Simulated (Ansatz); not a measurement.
Here is the system:

TiRh3:
```xyz
4
Lattice="3.8206 0.0000 0.0000 0.0000 3.8206 0.0000 0.0000 0.0000 3.8206" Properties=species:S:1:pos:R:3 pbc="T T T"
Ti     0.0000     0.0000     0.0000
Rh     1.9103     1.9103     0.0000
Rh     0.0000     1.9103     1.9103
Rh     1.9103     0.0000     1.9103
```

This is the r²SCAN-relaxed structure.

All from r²SCAN in the plane-wave PAW code Ansatz, unless another level is named. Estimate the density of states at the Fermi level.

0.79 states/eV per atom (mean over ±0.08 eV).

Give the formation energy from the elements (no fitted shifts).

-0.67 eV/atom.

Space group Pm-3m (Cu3Au type). The workflow started from a Materials Project entry (that database holds measured and hypothetical structures alike); the Crystallography Open Database files this formula in space group No. 221, but the cells were not matched. Whether it is the stable phase at ambient conditions was not checked. The r²SCAN relaxation kept the symmetry of its start; whether a distortion lowers the energy is not shown. No spin polarisation was allowed. The references are the lowest solids computed at this level, not always the standard phases. Spin–orbit coupling is left out wherever it is not named.

Potentials: the later of the program's two PAW sets.
